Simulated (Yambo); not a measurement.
BSE-type run in Yambo on Rb$_{2}$LiScF$_{6}$ (space group Fm-3m, No. 225), at finite momentum (a q point of the mesh, 0.64 1/Å).

Quantum ESPRESSO step (PBEsol, PseudoDojo standard norm-conserving files, scalar-relativistic):
```
&CONTROL
  calculation = 'nscf'
  pseudo_dir = './pseudo'
  outdir = './out'
/
&SYSTEM
  ibrav = 0
  nat = 10
  ntyp = 4
  ecutwfc = 84.0
  ecutrho = 336.0
  occupations = 'fixed'
  force_symmorphic = .true.
  nbnd = 97
/
&ELECTRONS
  conv_thr = 1e-08
  diago_full_acc = .true.
  diago_thr_init = 1e-08
/
ATOMIC_SPECIES
Li 6.9400 Li.upf
F 18.9984 F.upf
Sc 44.9559 Sc.upf
Rb 85.4678 Rb.upf
CELL_PARAMETERS angstrom
  0.000000000000   4.233525000000   4.233525000000
  4.233525000000   0.000000000000   4.233525000000
  4.233525000000   4.233525000000   0.000000000000
ATOMIC_POSITIONS crystal
Li   0.500000000000   0.500000000000   0.500000000000
F   0.241900000000   0.241900000000   0.758100000000
F   0.758100000000   0.758100000000   0.241900000000
F   0.758100000000   0.241900000000   0.241900000000
F   0.241900000000   0.758100000000   0.758100000000
F   0.241900000000   0.758100000000   0.241900000000
F   0.758100000000   0.241900000000   0.758100000000
Sc   0.000000000000   0.000000000000   0.000000000000
Rb   0.250000000000   0.250000000000   0.250000000000
Rb   0.750000000000   0.750000000000   0.750000000000
K_POINTS automatic
4 4 4 0 0 0
```

Yambo input:
```
rim_cut
optics
bse
bss
dipoles
em1s
RandQpts= 1000000
RandGvec= 1 Ry
FFTGvecs= 40 Ry
Chimod= "HARTREE"
BSKmod= "SEX"
BSEmod= "resonant"
BSSmod= "hs"
BSENGexx= 15 Ry
BSENGBlk= 3 Ry
% KfnQP_E
 5.134 | 1.0 | 1.0 |
%
% BSEQptR
 3 | 3 |
%
% BSEBands
 21 | 41 |
%
% BEnRange
 0.0 | 16.9 | eV
%
% BDmRange
 0.15 | 0.15 | eV
%
BEnSteps= 338
% BLongDir
 1.0 | 0.0 | 0.0 |
%
BSHayTrs= -0.02
BSSNEig= 24
WRbsWF
% BndsRnXs
 3 | 92 |
%
NGsBlkXs= 3 Ry
% LongDrXs
 1.0 | 1.0 | 1.0 |
%
```

From the report:

The dimension is k points × valence × conduction bands = 64 × 17 × 4 = 4352.
```
   [SLEPC] Approach                          : Krylov-Schur
   [SLEPC] Number of requested eigenvalues   :  24
   [SLEPC] Number of eigenvalues        [NEV]:  24
    [K] Dimension                                    :   4352
    [K] Bands                                        :   21   41
    [K] Exchange res                                 : yes
    [K] Correlation res                              : yes
    [K] W interaction is bare                        : no
    [K] RL vectors exchange                          :  1037
    [K] RL vectors correlation                       :  113
    [W] Matrix size                                  :  113
    [W] Bands                                        :    3   92
    [W] Coulomb Cutoff                               : none
    [W] Hxc Kernel                                   : HARTREE
```
Lowest eigenvalues (eV; in brackets the number of states within 2 meV): 8.74 (1), 8.85 (6), 8.93 (1), 8.94 (2), 9.04 (2), 9.08 (3). They depend on the mesh, which isn't converged, and on the G0W0 scissor.

Geometry of the Materials Project entry, not relaxed at this level.

The structure is a Materials Project entry; no match was found in the copy of COD used, and its stability was not checked.
